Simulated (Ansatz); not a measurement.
GaN:
```xyz
4
Lattice="3.1518 0.0000 0.0000 -1.5759 2.7296 0.0000 0.0000 0.0000 5.1384" Properties=species:S:1:pos:R:3 pbc="T T T"
Ga     1.5759     0.9099     0.0042
Ga     0.0000     1.8197     2.5734
N      1.5759     0.9099     3.2083
N      0.0000     1.8197     0.6391
```

Relaxed with LDA. Special points in fractions of this cell's reciprocal vectors: Γ (0.000, 0.000, 0.000); M (0.500, 0.000, 0.000); K (0.333, 0.333, 0.000); A (0.000, 0.000, 0.500); L (0.500, 0.000, 0.500); H (0.333, 0.333, 0.500).

List the band energies nearest the valence-band maximum at these points for LDA in the plane-wave PAW code Ansatz.

In eV from the valence-band maximum; about four levels below and three above (degenerate sets whole), none deeper than 8.9 eV; points with the same levels are listed once.

```
k                          below                above
-  -----------------------------  -------------------
Γ    -1.08 -1.08 -0.05 0.00 0.00       2.13 4.37 9.21
M        -4.41 -2.88 -2.34 -1.05       5.00 5.66 6.00
K  -5.52 -5.52 -3.14 -3.14 -2.87       4.99 7.95 7.95
A        -0.56 -0.56 -0.56 -0.56  4.39 4.39 8.47 8.47
L        -2.04 -2.04 -1.99 -1.99  4.39 4.39 7.80 7.80
H        -4.42 -4.42 -1.56 -1.56  6.49 6.49 7.26 7.26
```

Space group P6_3mc (wurtzite). The cell was relaxed with LDA under the symmetry of its start; phonons on a q-mesh show no instability. Scalar-relativistic: spin–orbit coupling is off unless named, which matters more the heavier the elements.

Potentials: the later of the program's two PAW sets.
